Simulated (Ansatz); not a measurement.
## Bands of AgB2

```
Ag B
1.0
     3.00000    0.00000    0.00000
    -1.50000    2.59808    0.00000
     0.00000    0.00000    3.24000
Ag B
1 2
Direct
  0.00000 0.00000 0.00000
  0.33333 0.66667 0.50000
  0.66667 0.33333 0.50000
```

Atom numbers follow the list: Ag1, B2, B3.

The geometry is COD entry 1509214, unchecked; take it as a test cell.

These are results of Ansatz 0.2.0, DFT, PBE, all-electron LAPW, scalar-relativistic, not measurements.

Sampling and basis: a Γ-centred 16×16×13 k mesh, Fermi–Dirac smearing of 0.05 eV, basis error target 1 meV/atom, no spin polarisation.

Points in fractions of the reciprocal vectors of this cell: Γ (0, 0, 0), M (0.5, 0, 0), K (0.333, 0.333, 0), A (0, 0, 0.5), L (0.5, 0, 0.5), H (0.333, 0.333, 0.5). The path joins them by straight lines in the order Γ–M–K–Γ–A–L–H–A–L; legs that retrace an earlier one aren't tabulated. Energies are in eV from the Fermi level.

(1) Is there a gap?

(2) List the levels between -20 and 5.5 eV at the symmetry points.

Answers

(1) none: with an odd electron count and no spin polarisation the bands can't all be full, a metal in this set-up (spin order or a larger cell could open a gap).

(2) 
Γ: -14.39, -7.14, -6.61 (×2), -5.05 (×2), -3.24, 1.07 (×2)
M: -10.57, -9.80, -7.30, -7.15, -5.35, -4.51, -3.36, -3.27, 2.91, 4.31
K: -9.21 (×2), -8.80, -6.55 (×2), -4.41 (×2), -3.69, 4.51 (×2)
A: -12.22, -9.71, -6.02 (×2), -5.79 (×2), -4.79, -0.26 (×2)
L: -10.91, -7.99, -7.84, -7.27, -4.56, -4.50, -4.45, -1.32, 0.41, 0.93, 5.30
H: -9.87 (×2), -6.73 (×2), -6.25, -4.61, -1.35 (×2), -0.27 (×2), 3.20
